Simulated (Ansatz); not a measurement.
# Trial structures of Sr₃Bi: starts and ends

Level of theory: DFT PBE, scalar-relativistic, plane waves, PAW in Ansatz 0.2.0. All cells share a 420 eV cutoff and Γ-centred k meshes spaced at most about 0.3 Å⁻¹ (about 0.25 or finer for metals, 2π included). No spin polarisation in the final relaxations.

Each guess was relaxed in cell and atoms at zero pressure, within the symmetry of its start. These are static total energies at zero pressure. Coordination counts all near atoms (those within 1.25 times the shortest distance at each site; a plus sign parts nearer from farther groups; a slash parts the counts of unlike sites).

```
guess    made from  start group  V start (Å³/atom)  end group  V end (Å³/atom)  coordination at the end  gap on mesh (eV)  E over the lowest end (meV/atom)
    1  random cell        P-62m               32.8      P-62m             55.7               Sr 2, Bi 6                 0                                43
    2    ScF3 type          R32               37.3        R32             54.1             Sr 2+2, Bi 6                 0                                29
    3   Sn3Pb type         Pmmm               31.2       Pmmm             53.1         Sr 2+2/8, Bi 4+2                 0                               264
    4   Na3Ag type        Fm-3m               39.3          ?                ?                        ?                 ?                                 ?
    5   ZnCu3 type        P-6m2               27.5      P-6m2             53.6        Sr 3+1/12+2, Bi 6                 0                                 0
```

Guess 4 as it starts:

```xyz
4
Lattice="0.0000 4.2853 4.2853 4.2853 0.0000 4.2853 4.2853 4.2853 0.0000" Properties=species:S:1:pos:R:3 pbc="T T T"
Sr    2.1426    2.1426    2.1426
Sr    6.4279    6.4279    6.4279
Sr    4.2853    4.2853    4.2853
Bi    0.0000    0.0000    0.0000
```

Question: Fill in the missing row: what does this guess relax into, and where does it rank?

Answer: It ends in the BiF3 (D0_3) type, space group Fm-3m (No. 225), with a = 8.790 Å, 42.4 Å³/atom and no gap. It lies 74 meV/atom over the lowest end, above guess 1 and below guess 3. Counting all near atoms, this end has Sr 8+6, Bi 8+6 and the lowest (guess 5) has Sr 3+1/12+2, Bi 6.

```
CELL_PARAMETERS angstrom
0.00000 4.39494 4.39494
4.39494 0.00000 4.39494
4.39494 4.39494 0.00000
ATOMIC_POSITIONS crystal
Sr 0.25000 0.25000 0.25000
Sr 0.75000 0.75000 0.75000
Sr 0.50000 0.50000 0.50000
Bi 0.00000 0.00000 0.00000
```

Energies over the elements count from the elements' standard structures at the same level, with no fitted energy shifts.

Question: Is the lowest end bound against the elements?

Answer: Yes: its formation energy is −0.34 eV/atom. A negative formation energy is needed for stability but isn't enough: competing phases decide.

The k mesh leaves some 4 meV/atom of noise in the energy of each metallic cell. These runs have no spin–orbit coupling, which can matter for Bi. A magnetic state wasn't ruled out in cells without spin, among them P-6m2, R32. Cells relaxed within their symmetry can be saddle points. A lower structure may well exist outside this small set. Some structure types and database cells were kept out of the candidates from the start, so a known form may be missing.
